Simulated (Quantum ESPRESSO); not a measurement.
## Band energies of Hg$_{2}$SeS

```
CELL_PARAMETERS angstrom
      4.24564     0.00000     0.00000
      0.00000     4.24564     0.00000
      0.00000     0.00000     5.99764
ATOMIC_POSITIONS crystal
  S  0.50000 0.50000 0.00000
  Se 0.00000 0.00000 0.50000
  Hg 0.50000 0.00000 0.76234
  Hg 0.00000 0.50000 0.23766
```

norm-conserving PBEsol (Quantum ESPRESSO, 86 Ry, with spin-orbit coupling); path ΓXMΓZRAZ,XR,MA; energies in eV from the Fermi level.

```csv
k (1/Å),point,band 62,band 63,band 64,band 65,band 66,band 67,band 68,band 69
0.00,Γ,-0.02,0.00,0.00,2.86,2.86,3.04,3.04,4.62
0.37,,-0.19,1.17,1.24,2.95,2.99,4.35,4.38,4.65
0.74,X,-0.77,2.40,2.40,2.55,2.55,5.26,5.26,5.38
1.16,,-1.78,2.95,2.98,3.03,3.04,3.48,3.53,3.78
1.48,M,-2.14,2.82,2.82,2.85,2.85,2.91,2.91,3.24
1.90,,-1.53,2.53,2.53,3.34,3.34,3.45,3.55,4.60
2.21,,-0.54,1.24,1.24,3.26,3.33,3.94,4.08,4.32
2.53,Γ,-0.02,0.00,0.00,2.86,2.86,3.04,3.04,4.62
3.05,Z,-1.04,2.12,2.12,2.28,2.28,3.58,3.58,3.69
3.37,,-0.92,1.87,1.91,2.04,2.09,4.49,4.69,4.83
3.79,R,-0.75,1.11,1.11,1.28,1.28,5.82,5.82,6.02
4.11,,-1.28,2.27,2.29,2.50,2.54,5.21,5.32,5.45
4.53,A,-2.25,3.50,3.50,3.61,3.61,4.93,4.93,5.17
4.82,,-1.54,3.02,3.07,3.10,3.13,5.08,5.09,5.27
5.10,,-0.79,2.36,2.39,2.44,2.45,5.16,5.27,5.45
5.48,,-0.95,2.11,2.13,2.27,2.30,3.63,3.75,3.77
5.58,Z,-1.04,2.12,2.12,2.28,2.28,3.58,3.58,3.69
5.58,X,-0.77,2.40,2.40,2.55,2.55,5.26,5.26,5.38
5.66,,-0.77,2.31,2.31,2.46,2.46,5.29,5.29,5.44
6.01,,-0.76,1.21,1.21,1.38,1.38,5.77,5.77,6.01
6.10,R,-0.75,1.11,1.11,1.28,1.28,5.82,5.82,6.02
6.10,M,-2.14,2.82,2.82,2.85,2.85,2.91,2.91,3.24
6.21,,-2.19,2.91,2.91,2.95,2.95,2.97,2.97,3.34
6.62,A,-2.25,3.50,3.50,3.61,3.61,4.93,4.93,5.17
```

Along the path the PBEsol gap is only about 0.02 eV, below what this setup resolves reliably; no G0W0 run was built on it. Semilocal functionals shrink small gaps, and the order of the bands at the edge may be inverted.

Geometry relaxed with PBEsol.

The structure is a Materials Project entry; no match was found in the copy of COD used, and its stability was not checked.
